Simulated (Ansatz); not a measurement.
Given:

SnO₂:
```cif
data_O8Sn4
_chemical_formula_sum 'Sn4 O8'
_space_group_name_H-M_alt 'P 1'
_space_group_IT_number 1
_cell_length_a 5.73453
_cell_length_b 5.73453
_cell_length_c 5.73453
_cell_angle_alpha 112.160
_cell_angle_beta 108.144
_cell_angle_gamma 108.144
loop_
_space_group_symop_operation_xyz
  'x, y, z'
loop_
_atom_site_label
_atom_site_type_symbol
_atom_site_fract_x
_atom_site_fract_y
_atom_site_fract_z
_atom_site_occupancy
Sn1 Sn 0.99996 0.24996 0.75000 1
Sn2 Sn 0.00004 0.75004 0.25000 1
Sn3 Sn 0.50000 0.50000 0.50000 1
Sn4 Sn 0.50000 0.00000 0.00000 1
O1 O 0.19410 0.19413 0.50003 1
O2 O 0.80590 0.80587 0.49997 1
O3 O 0.19410 0.69406 0.99997 1
O4 O 0.80590 0.30594 0.00003 1
O5 O 0.69414 0.75004 0.94410 1
O6 O 0.30586 0.24996 0.05590 1
O7 O 0.30594 0.75004 0.55590 1
O8 O 0.69406 0.24996 0.44410 1
```

This is the r²SCAN-relaxed structure.

### Question
All from plane-wave PAW r²SCAN (Ansatz code), unless another level is named. Estimate the highest zone-centre frequency (without LO–TO term).

### Answer
763 cm⁻¹.

### Question
Give the Hill bulk and shear moduli.

### Answer
207 and 98.3 GPa.

Space group P4_2/mnm (rutile). Symmetry was held in the r²SCAN relaxation. Spin–orbit coupling is left out wherever it is not named.

Potentials: the earlier of the program's two PAW sets.
